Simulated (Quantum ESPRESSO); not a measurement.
# CuOs3AgPd3: one run as intended and one with a planted mistake

Computed values, not a measurement. The program is pw.x of Quantum ESPRESSO 7.5 (plane-wave density functional theory). The cell is made up: eight metal atoms on a hexagonal close-packed lattice, with elements, volume, strain and displacements drawn at random and not relaxed, so it may be unstable or far from any real phase. PseudoDojo standard norm-conserving files set the functional (PBE unless stated); there is no spin polarisation or spin-orbit coupling, the Fermi-Dirac width of 0.25 eV means electrons at about 2900 K, and the masses in the input are unused placeholders. The copper pseudopotential is less sure than most, with forces differing by about three percent and pressure by about two GPa from a second method on plain copper. Heavy elements are run without spin-orbit coupling, which real alloys of them have. A spin test at this wide smearing found no moment, but such smearing suppresses magnetism that the real alloy may have.

Intended input:

```
&control calculation='scf', pseudo_dir='./dojo.nc.sr.pbe.v0_5.standard.upf', outdir='./o', disk_io='minimal', tprnfor=.true., tstress=.true. /
&system ibrav=0, nat=8, ntyp=4, nbnd=87, ecutwfc=92.02030273, nosym=.true., tot_charge=0,
 occupations='smearing', smearing='fd', degauss=0.0183746611
/
&electrons conv_thr=1.470e-08, electron_maxstep=70, mixing_beta=0.5 /
ATOMIC_SPECIES
Ag 1.0 Ag.upf
Cu 1.0 Cu.upf
Os 1.0 Os.upf
Pd 1.0 Pd.upf
CELL_PARAMETERS angstrom
2.8241 -0.0231 4.5698
2.8412 0.0941 -4.5804
-2.7711 4.7645 -0.0576
ATOMIC_POSITIONS angstrom
Cu -0.0347 -0.0011 -0.0149
Os -1.3287 2.3399 0.0519
Os 2.904 1.7762 -2.4425
Ag 1.4139 3.9198 -2.4347
Os 2.7586 0.109 0.0821
Pd 1.5063 2.4177 0.0213
Pd 2.8326 1.5733 2.2734
Pd 1.3989 4.0428 2.3178
K_POINTS automatic
6 5 5 1 1 1
```

The log is shortened where brackets say so; the opening notice, blank lines, dates and the lines on written files are dropped, and the path of the files is cut. It prints rydbergs, bohrs and kilobars, and counts compression as positive stress. Its total energy is the free energy E - TS of the whole cell.

Log of the intended run:

```
     Program PWSCF v.7.5
     Parallel version (MPI & OpenMP), running on       4 processor cores
     Number of MPI processes:                 4
     Threads/MPI process:                     1
     [start-up lines left out]
     bravais-lattice index     =            0
     lattice parameter (alat)  =      10.1517  a.u.
     unit-cell volume          =     839.3003 (a.u.)^3
     number of atoms/cell      =            8
     number of atomic types    =            4
     number of electrons       =       140.00
     number of Kohn-Sham states=           87
     kinetic-energy cutoff     =      92.0203  Ry
     charge density cutoff     =     368.0812  Ry
     scf convergence threshold =      1.5E-08
     mixing beta               =       0.5000
     number of iterations used =            8  plain     mixing
     Exchange-correlation= PBE
                           (   1   4   3   4   0   0   0)
     [axes and pseudopotential details left out]
   Cartesian axes
     site n.     atom                  positions (alat units)
         1        Cu     tau(   1) = (  -0.0064593  -0.0002048  -0.0027736  )
         2        Os     tau(   2) = (  -0.2473348   0.4355676   0.0096611  )
         3        Os     tau(   3) = (   0.5405736   0.3306360  -0.4546664  )
         4        Ag     tau(   4) = (   0.2631946   0.7296627  -0.4532144  )
         5        Os     tau(   5) = (   0.5135077   0.0202901   0.0152827  )
         6        Pd     tau(   6) = (   0.2803947   0.4500499   0.0039650  )
         7        Pd     tau(   7) = (   0.5272827   0.2928666   0.4231888  )
         8        Pd     tau(   8) = (   0.2604024   0.7525589   0.4314537  )
     number of k points=    75  Fermi-Dirac smearing, width (Ry)=  0.0184
                       cart. coord. in units 2pi/alat
        k(    1) = (   0.1711719   0.2122264  -0.0067468), wk =   0.0266667
        k(    2) = (   0.1683711   0.4361362  -0.0038841), wk =   0.0266667
     [further k points left out]
     Dense  grid:   100075 G-vectors     FFT dimensions: (  64,  64,  64)
     Estimated max dynamical RAM per process >     519.30 MB
     Estimated total dynamical RAM >       1.96 GB
     Initial potential from superposition of free atoms
     starting charge     139.9981, renormalised to     140.0000
     Starting wfcs are   77 randomized atomic wfcs +   10 random wfcs
     total cpu time spent up to now is       11.0 secs
     per-process dynamical memory:   425.2 Mb
     Self-consistent Calculation
     iteration #  1     ecut=    92.02 Ry     beta= 0.50
     Davidson diagonalization with overlap
     ethr =  1.00E-02,  avg # of iterations =  3.0
     total cpu time spent up to now is       46.0 secs
     total energy              =   -2099.67813601 Ry
     estimated scf accuracy    <      15.28045179 Ry
     iteration #  2     ecut=    92.02 Ry     beta= 0.50
     Davidson diagonalization with overlap
     ethr =  1.00E-02,  avg # of iterations =  2.5
     total cpu time spent up to now is       78.4 secs
     total energy              =   -2105.47034039 Ry
     estimated scf accuracy    <      53.11614958 Ry
     [iterations 3 to 18 left out]
     iteration # 19     ecut=    92.02 Ry     beta= 0.50
     Davidson diagonalization with overlap
     ethr =  4.99E-11,  avg # of iterations =  1.0
     total cpu time spent up to now is      519.5 secs
     total energy              =   -2109.08563668 Ry
     estimated scf accuracy    <       0.00000002 Ry
     iteration # 20     ecut=    92.02 Ry     beta= 0.50
     Davidson diagonalization with overlap
     ethr =  1.58E-11,  avg # of iterations =  1.0
     total cpu time spent up to now is      545.2 secs
     End of self-consistent calculation
     [lines on levels left out]
!    total energy              =   -2109.08563668 Ry
     estimated scf accuracy    <          2.0E-09 Ry
     smearing contrib. (-TS)   =      -0.13627492 Ry
     internal energy E=F+TS    =   -2108.94936175 Ry
     The total energy is F=E-TS. E is the sum of the following terms:
     one-electron contribution =    -706.57170918 Ry
     hartree contribution      =     439.89356824 Ry
     xc contribution           =    -343.32206949 Ry
     ewald contribution        =   -1498.94915133 Ry
     convergence has been achieved in  20 iterations
     Forces acting on atoms (cartesian axes, Ry/au):
     atom    1 type  2   force =    -0.00238262    0.00113106    0.00957363
     atom    2 type  3   force =    -0.00294778   -0.02882244   -0.04996260
     atom    3 type  3   force =    -0.00100475   -0.06730706    0.04882363
     atom    4 type  1   force =    -0.03067680    0.08466867    0.06125868
     atom    5 type  3   force =     0.02668153   -0.01298198   -0.06229035
     atom    6 type  4   force =    -0.00371994    0.01757446   -0.02865841
     atom    7 type  4   force =    -0.01067586    0.01328370    0.01570156
     atom    8 type  4   force =     0.02472623   -0.00754640    0.00555387
     Total force =     0.171326     Total SCF correction =     0.000124
     Computing stress (Cartesian axis) and pressure
          total   stress  (Ry/bohr**3)                   (kbar)     P=      -67.61
  -0.00055930  -0.00031226  -0.00018514          -82.28      -45.93      -27.24
  -0.00031226  -0.00026673   0.00032797          -45.93      -39.24       48.25
  -0.00018514   0.00032797  -0.00055281          -27.24       48.25      -81.32
     init_run     :     10.40s CPU     10.83s WALL (       1 calls)
     electrons    :    522.90s CPU    534.28s WALL (       1 calls)
     forces       :      3.86s CPU      3.86s WALL (       1 calls)
     stress       :     13.45s CPU     13.45s WALL (       1 calls)
     [timing details left out]
     PWSCF        :   9m10.78s CPU   9m22.63s WALL
     JOB DONE.
```

A second run has one planted mistake: the cell and the positions are scaled by a wrong factor. The input lines that differ:

```
- 2.8241 -0.0231 4.5698
- 2.8412 0.0941 -4.5804
- -2.7711 4.7645 -0.0576
+ 2.8436 -0.0233 4.6013
+ 2.8608 0.0947 -4.612
+ -2.7902 4.7974 -0.058
- Cu -0.0347 -0.0011 -0.0149
- Os -1.3287 2.3399 0.0519
- Os 2.904 1.7762 -2.4425
- Ag 1.4139 3.9198 -2.4347
- Os 2.7586 0.109 0.0821
- Pd 1.5063 2.4177 0.0213
- Pd 2.8326 1.5733 2.2734
- Pd 1.3989 4.0428 2.3178
+ Cu -0.0349 -0.0011 -0.015
+ Os -1.3379 2.356 0.0523
+ Os 2.924 1.7885 -2.4594
+ Ag 1.4237 3.9468 -2.4515
+ Os 2.7776 0.1098 0.0827
+ Pd 1.5167 2.4344 0.0214
+ Pd 2.8521 1.5842 2.2891
+ Pd 1.4086 4.0707 2.3338
```

Its log:

```
     Program PWSCF v.7.5
     Parallel version (MPI & OpenMP), running on       4 processor cores
     Number of MPI processes:                 4
     Threads/MPI process:                     1
     [start-up lines left out]
     bravais-lattice index     =            0
     lattice parameter (alat)  =      10.2218  a.u.
     unit-cell volume          =     856.7885 (a.u.)^3
     number of atoms/cell      =            8
     number of atomic types    =            4
     number of electrons       =       140.00
     number of Kohn-Sham states=           87
     kinetic-energy cutoff     =      92.0203  Ry
     charge density cutoff     =     368.0812  Ry
     scf convergence threshold =      1.5E-08
     mixing beta               =       0.5000
     number of iterations used =            8  plain     mixing
     Exchange-correlation= PBE
                           (   1   4   3   4   0   0   0)
     [axes and pseudopotential details left out]
   Cartesian axes
     site n.     atom                  positions (alat units)
         1        Cu     tau(   1) = (  -0.0064521  -0.0002034  -0.0027731  )
         2        Os     tau(   2) = (  -0.2473416   0.4355608   0.0096689  )
         3        Os     tau(   3) = (   0.5405686   0.3306454  -0.4546767  )
         4        Ag     tau(   4) = (   0.2632037   0.7296568  -0.4532162  )
         5        Os     tau(   5) = (   0.5135032   0.0202991   0.0152890  )
         6        Pd     tau(   6) = (   0.2803969   0.4500548   0.0039563  )
         7        Pd     tau(   7) = (   0.5272763   0.2928758   0.4231928  )
         8        Pd     tau(   8) = (   0.2604121   0.7525625   0.4314566  )
     number of k points=    75  Fermi-Dirac smearing, width (Ry)=  0.0184
                       cart. coord. in units 2pi/alat
        k(    1) = (   0.1711743   0.2122256  -0.0067473), wk =   0.0266667
        k(    2) = (   0.1683771   0.4361354  -0.0038848), wk =   0.0266667
     [further k points left out]
     Dense  grid:   102099 G-vectors     FFT dimensions: (  64,  64,  72)
     Estimated max dynamical RAM per process >     531.63 MB
     Estimated total dynamical RAM >       2.00 GB
     Initial potential from superposition of free atoms
     starting charge     139.9981, renormalised to     140.0000
     Starting wfcs are   77 randomized atomic wfcs +   10 random wfcs
     total cpu time spent up to now is       16.9 secs
     per-process dynamical memory:   435.3 Mb
     Self-consistent Calculation
     iteration #  1     ecut=    92.02 Ry     beta= 0.50
     Davidson diagonalization with overlap
     ethr =  1.00E-02,  avg # of iterations =  3.0
     total cpu time spent up to now is       54.5 secs
     total energy              =   -2099.37595500 Ry
     estimated scf accuracy    <      15.69738810 Ry
     iteration #  2     ecut=    92.02 Ry     beta= 0.50
     Davidson diagonalization with overlap
     ethr =  1.00E-02,  avg # of iterations =  2.5
     total cpu time spent up to now is       91.9 secs
     total energy              =   -2105.33835630 Ry
     estimated scf accuracy    <      55.55867751 Ry
     [iterations 3 to 18 left out]
     iteration # 19     ecut=    92.02 Ry     beta= 0.50
     Davidson diagonalization with overlap
     ethr =  6.69E-11,  avg # of iterations =  1.0
     total cpu time spent up to now is      593.4 secs
     total energy              =   -2109.07548966 Ry
     estimated scf accuracy    <       0.00000003 Ry
     iteration # 20     ecut=    92.02 Ry     beta= 0.50
     Davidson diagonalization with overlap
     ethr =  1.92E-11,  avg # of iterations =  1.0
     total cpu time spent up to now is      620.5 secs
     End of self-consistent calculation
     [lines on levels left out]
!    total energy              =   -2109.07548966 Ry
     estimated scf accuracy    <          3.0E-09 Ry
     smearing contrib. (-TS)   =      -0.13973234 Ry
     internal energy E=F+TS    =   -2108.93575732 Ry
     The total energy is F=E-TS. E is the sum of the following terms:
     one-electron contribution =    -722.48911327 Ry
     hartree contribution      =     445.41719944 Ry
     xc contribution           =    -343.18560550 Ry
     ewald contribution        =   -1488.67823800 Ry
     convergence has been achieved in  20 iterations
     Forces acting on atoms (cartesian axes, Ry/au):
     atom    1 type  2   force =    -0.00188293    0.00226672    0.00954211
     atom    2 type  3   force =    -0.00070167   -0.02895119   -0.04345536
     atom    3 type  3   force =    -0.00216812   -0.06037511    0.04283649
     atom    4 type  1   force =    -0.02791378    0.07805454    0.05580393
     atom    5 type  3   force =     0.02456317   -0.00983769   -0.05778265
     atom    6 type  4   force =    -0.00356162    0.01446163   -0.02522607
     atom    7 type  4   force =    -0.01055330    0.01209267    0.01238046
     atom    8 type  4   force =     0.02221827   -0.00771157    0.00590108
     Total force =     0.155542     Total SCF correction =     0.000141
     Computing stress (Cartesian axis) and pressure
          total   stress  (Ry/bohr**3)                   (kbar)     P=     -102.50
  -0.00078467  -0.00029452  -0.00018439         -115.43      -43.33      -27.12
  -0.00029452  -0.00051767   0.00030992          -43.33      -76.15       45.59
  -0.00018439   0.00030992  -0.00078810          -27.12       45.59     -115.93
     init_run     :     10.81s CPU     11.24s WALL (       1 calls)
     electrons    :    592.16s CPU    603.62s WALL (       1 calls)
     forces       :      3.71s CPU      3.73s WALL (       1 calls)
     stress       :     12.93s CPU     13.20s WALL (       1 calls)
     [timing details left out]
     PWSCF        :  10m25.24s CPU  10m37.46s WALL
     JOB DONE.
```

|  | intended run | run with the mistake |
| --- | --- | --- |
| free energy (eV) | -28695.572 | -28695.434 |
| entropy term -TS, part of it (eV) | -1.854 | -1.901 |
| pressure (GPa) | -6.76 | -10.25 |
| size of the largest force component (eV/Å) | 2.177 | 2.007 |
| largest change of a force component (eV/Å) |  | 0.178 |
| iterations | 20 | 20 |

For scale, a rerun of the intended cell at a higher cutoff and on a denser mesh moved values by no more than 0.003 eV in energy, 0.04 GPa in stress and 0.005 eV/Å in force, and a second program with other atomic files agreed on that cell to 2 % rms in force and 0.5 GPa in pressure.